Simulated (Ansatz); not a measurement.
A relaxation computed with Ansatz, from input to last step.

```yaml
crystal:
  lattice:
    - [3.4613761427, 0.0, 0.0]
    - [0.0, 3.4613761427, 0.0]
    - [0.0, 0.0, 3.4613761427]
  atoms:
    - { symbol: Si, position: [0.0, 0.0, 0.0] }
    - { symbol: Ni, position: [0.0, 0.5, 0.5] }
    - { symbol: Ni, position: [0.5, 0.0, 0.5] }
    - { symbol: Ni, position: [0.5, 0.5, 0.0] }
basis:
  ecutwfc: 420
kpoints:
  mp_grid: { grid: [12, 12, 12] }
hamiltonian:
  xc: pbesol
scf:
  occupations: { method: gaussian, width: 0.1 }
output:
  forces: true
  stress: true
  eigenvalues: true
relax:
  adjacent_minimum: "off"
  f_tol: 0.005
  max_steps: 80
  cell: { stress_tol: 0.05 }
```

```bash
ansatz run input.yaml --threads 1 --pin off --max-ram 2560MiB --backend cpu --events-out ev --progress --plain --runs-dir out
```

Method: Ansatz 0.2.0, DFT PBEsol, scalar-relativistic, plane waves, PAW.

Of 3 frames 3 are shown, positions in Å and forces in eV/Å; the SCF threshold varies from step to step. Steps run on the plane waves of an earlier cell, with a Pulay correction in the pressure. The basis is chosen afresh for the last frame, the zero of the energies, and at times for earlier ones too; energy and pressure step there, also at an unchanged geometry. Spin polarisation was left out; whether the Ni atoms would carry moments isn't shown by this run.

```xyz
4
Lattice="3.4614 0.0000 0.0000 0.0000 3.4614 0.0000 0.0000 0.0000 3.4614" Properties=species:S:1:pos:R:3:forces:R:3 pbc="T T T" step=1 free_energy_over_end_meV_per_atom=0.00 pressure_GPa=-0.07
Si    0.0000    0.0000    0.0000    0.0000    0.0000    0.0000
Ni    0.0000    1.7307    1.7307    0.0000    0.0000    0.0000
Ni    1.7307    0.0000    1.7307    0.0000    0.0000    0.0000
Ni    1.7307    1.7307    0.0000    0.0000    0.0000    0.0000
4
Lattice="3.4612 0.0000 0.0000 0.0000 3.4612 0.0000 0.0000 0.0000 3.4612" Properties=species:S:1:pos:R:3:forces:R:3 pbc="T T T" step=2 free_energy_over_end_meV_per_atom=0.00 pressure_GPa=-0.04
Si    0.0000    0.0000    0.0000    0.0000    0.0000    0.0000
Ni    0.0000    1.7306    1.7306    0.0000    0.0000    0.0000
Ni    1.7306    0.0000    1.7306    0.0000    0.0000    0.0000
Ni    1.7306    1.7306    0.0000    0.0000    0.0000    0.0000
4
Lattice="3.4612 0.0000 0.0000 0.0000 3.4612 0.0000 0.0000 0.0000 3.4612" Properties=species:S:1:pos:R:3:forces:R:3 pbc="T T T" step=3 free_energy_over_end_meV_per_atom=0.00 pressure_GPa=-0.04
Si    0.0000    0.0000    0.0000    0.0000    0.0000    0.0000
Ni    0.0000    1.7306    1.7306    0.0000    0.0000    0.0000
Ni    1.7306    0.0000    1.7306    0.0000    0.0000    0.0000
Ni    1.7306    1.7306    0.0000    0.0000    0.0000    0.0000
```

The run took 12 s on 1 thread of Oxide Virtual Turin-like Processor (Zen 5), on a shared host, peak memory 0.44 GiB.